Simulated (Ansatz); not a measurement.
The elements of this relaxed trial crystal are hidden behind letters.

```
lattice vectors (Å)
   2.9710    1.7153    2.8230
  -2.9710    1.7153    2.8230
   0.0000   -3.4307    2.8230
fractional positions
X 0.6604 0.6604 0.6604
X 0.3396 0.3396 0.3396
Z 0.0000 0.0000 0.0000
Q 0.0000 0.5000 0.0000
Q 0.5000 0.0000 0.0000
Q 0.0000 0.0000 0.5000
```

Theory: Ansatz, DFT PBE, scalar-relativistic, plane waves, PAW. Settings of the last relaxation (6-atom cell): 420 eV, 12×12×12 k points, Gaussian smearing of 0.10 eV, no spin polarisation.

| Property | Result |
| --- | --- |
| Space group | R-3m (No. 166) |
| Conventional cell | a = 5.942 Å, c = 8.469 Å |
| Volume per atom | 14.39 Å³ |
| Density | 5.89 g/cm³ |
| Energy over the elements | −0.85 eV/atom |
| Gap on the 12×12×12 mesh of the 6-atom cell | 0 eV (a metal) |

Energies are uncorrected and count from the elements' standard states at the same level.

Question: X is a p-block element of period 4, Z is a p-block element of period 5 and Q is a p-block element of period 2. Which elements are they?

Answer: X = Ga, Z = Sn, Q = O, so the formula is Ga2SnO3. Density times volume gives a mean mass of 5.89 × 14.39/1.6605 = 51.0 u per atom, and this set has 51.0 u. Ga is surrounded by 3 O at 2.26 Å; Sn is surrounded by 6 O at 2.22 Å; O has 2 Sn at 2.22 Å and 2 Ga at 2.26 Å. Other sets within the hints have nearly the same mass, so mass alone doesn't settle it; this one was computed.

Symmetry constrained the relaxation, so the result can be a saddle point. Another cell of Ga2SnO3 relaxed alike, in P-3m1, lies 0.45 eV/atom lower, so this cell isn't the stable form at this level.
